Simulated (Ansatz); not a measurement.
Mg3ZnO4:
```xyz
8
Lattice="2.9913 0.0000 0.0000 0.0000 2.9913 0.0000 0.0000 0.0000 8.4497" Properties=species:S:1:pos:R:3 pbc="T T T"
Mg     1.4957     1.4957     6.3463
Mg     1.4957     1.4957     2.1035
Mg     0.0000     0.0000     4.2249
Zn     0.0000     0.0000     0.0000
O      0.0000     0.0000     2.1296
O      0.0000     0.0000     6.3201
O      1.4957     1.4957     0.0000
O      1.4957     1.4957     4.2249
```

Relaxed with PBEsol. Special points in fractions of this cell's reciprocal vectors: Γ (0.000, 0.000, 0.000); X (0.000, 0.500, 0.000); M (0.500, 0.500, 0.000); Z (0.000, 0.000, 0.500); R (0.000, 0.500, 0.500); A (0.500, 0.500, 0.500).

Q: List the band energies nearest the valence-band maximum at these points for PBEsol in the plane-wave PAW code Ansatz.

A: In eV from the valence-band maximum; about four levels below and three above (degenerate sets whole), none deeper than 8.9 eV; points with the same levels are listed once.

```json
[
 {"k": "Γ", "below": "-1.53 -1.53 -1.01 -0.95 -0.95", "above": "2.57 5.97 6.87"},
 {"k": "X", "below": "-1.45 -1.45 -0.53 0.00", "above": "6.11 6.51 7.73"},
 {"k": "M", "below": "-2.33 -2.33 -2.28 -2.25", "above": "5.35 8.74 8.74"},
 {"k": "Z", "below": "-1.35 -1.35 -1.01 -1.01", "above": "3.39 4.83 7.41"},
 {"k": "R", "below": "-1.45 -1.45 -0.89 0.00", "above": "6.43 7.09 7.17"},
 {"k": "A", "below": "-2.50 -2.50 -2.36 -2.12", "above": "5.55 8.92 8.92"}
]
```

Space group P4/mmm. The workflow started from a Materials Project entry (that database holds measured and hypothetical structures alike); the Crystallography Open Database copy checked does not list it. With Mg and Zn taken as one species the cell has the higher symmetry Fm-3m, so it may be an ordered model of a mixed-site phase. Whether it is the stable phase at ambient conditions was not checked. Symmetry was held in the PBEsol relaxation; of distortions, only those at the zone centre were tested.

Potentials: the later of the program's two PAW sets.
